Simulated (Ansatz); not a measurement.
Property card for Ca₂Bi

Ca₂Bi:
```
CELL_PARAMETERS angstrom
     -2.42042     2.42042     8.47251
      2.42042    -2.42042     8.47251
      2.42042     2.42042    -8.47251
ATOMIC_POSITIONS crystal
  Ca 0.50000 0.00000 0.50000
  Ca 0.00000 0.50000 0.50000
  Ca 0.32606 0.32606 0.00000
  Ca 0.67394 0.67394 0.00000
  Bi 0.13632 0.13632 0.00000
  Bi 0.86368 0.86368 0.00000
```

Space group I4/mmm (No. 139); conventional cell a = 4.841 Å, b = 4.841 Å, c = 16.945 Å, α = 90.00°, β = 90.00°, γ = 90.00°.

Method: DFT-r²SCAN in the program Ansatz with PAW potentials. Geometry: relaxed at this level of theory. Other levels are named where they apply.

**Cell and energy**

```json
{
  "volume_per_atom": "33.09 Å³",
  "density": "4.84 g/cm³",
  "Formation energy from the elements (no fitted shifts)": "-90 kJ/mol-atom"
}
```

**Electronic structure**

```json
{
  "band_gap": "0.15 eV (indirect)",
  "valence_band_maximum": "on the G–M line, 27 % of the way from G",
  "conduction_band_minimum": "at P (2 equivalent valleys)",
  "smallest_direct_gap_on_the_standard_path": "0.30 eV",
  "electron_effective_mass": "0.57, 0.57, 1.2 mₑ (principal values)",
  "hole_effective_mass": "0.72, 0.92, 1.3 mₑ (principal values)"
}
```

**Mechanics**

```json
{
  "Bulk modulus (Birch–Murnaghan fit)": "33.9 GPa",
  "Pressure derivative B′": "4.1"
}
```

The workflow started from an entry of the Crystallography Open Database (COD). Its standing as an ambient phase is unchecked. Symmetry was held in the r²SCAN relaxation; whether a distortion lowers the energy is not shown. The references are the lowest solids computed at this level, not always the standard phases. Scalar-relativistic: spin–orbit coupling is off unless named, which matters more the heavier the elements.

Potentials: the later of the program's two PAW sets.
